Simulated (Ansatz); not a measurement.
PbI₂:
```yaml
crystal:
  lattice:
    - [4.55941, 0.00000, 0.00000]
    - [-2.27971, 3.94856, 0.00000]
    - [0.00000, 0.00000, 6.97132]
  atoms:
    - { symbol: Pb, position: [0.00000, 0.00000, 0.00000] }
    - { symbol: I, position: [0.33333, 0.66667, 0.27092] }
    - { symbol: I, position: [0.66667, 0.33333, 0.72908] }
```

Relaxed with PBE+D3(BJ).

Problem. Map the electron localisation function on the plane through (0.000, 0.000, 0.000) spanned by u = [0, 0, 1] and v = [1, -1, 0] in lattice vectors, from DFT-PBE+D3(BJ) in the program Ansatz with PAW potentials.

Solution. x is the fraction of u, y of v (the angle between them is 90°; rows are the nearest grid lines); atoms in the plane: Pb at (0.00, 0.00), I at (0.27, 0.33), I at (0.73, 0.67).
```
|   :++=-.                  .-=++:   |
|  :=++=:.                  .:-++=:  |
|--=++=-:.             ......:-=++=--|
|+++=-:..           .-+*###*+-::--=++|
|::::.             :+#@@@@@@@@%*=::::|
|....             .=#@@@@%%%%@@%*=:..|
|.               .-#@@@%#**+*##%@%*-.|
|-.              :*@@@%#+::::=*#%@%*-|
|-.              :*@@@%#+:--:=*#%@%*-|
|:.              .=%@@%%*=--=+##%@#+:|
|.    .:-====-.   .=%@@@%%###%%@@#+:.|
|  .:=*#%@@@@%#+:   :+%@@@@@@@@%*=:  |
|  :=*%@@@@@@@@%+:   :+#%@@@@%#*=:.  |
|.:+#@@%%###%%@@@%=.   .-====-:.    .|
|:+#@%##+=--=*%%@@%=.              .:|
|-*%@%#*=:--:+#%@@@*:              .-|
|-*%@%#*=::::+#%@@@*:              .-|
|.-*%@%##*+**#%@@@#-.               .|
|..:=*%@@%%%%@@@@#=.             ....|
|::::=*%@@@@@@@@#+:             .::::|
|++=--::-+*###*+-.           ..:-=+++|
|--=++=-:......             .:-=++=--|
|  :=++-:.                  .:=++=:  |
|   :++=-.                  .-=++:   |
```
Scale: ten equal steps from 0.002 (start of ' ') to 0.783 (end of '@'), in the order ' .:-=+*#%@'; x runs from 0.000 to 1.00, y from 0.000 (bottom) to 1.00 (top).

The density is the valence pseudo-density with augmentation charge, so density and ELF within about 1 Å of a nucleus are not all-electron values.

Space group P-3m1 (CdI2 type). Symmetry was held in the PBE+D3(BJ) relaxation; of distortions, only those at the zone centre were tested. Scalar-relativistic: spin–orbit coupling is off unless named, which matters more the heavier the elements.

Potentials: the later of the program's two PAW sets.
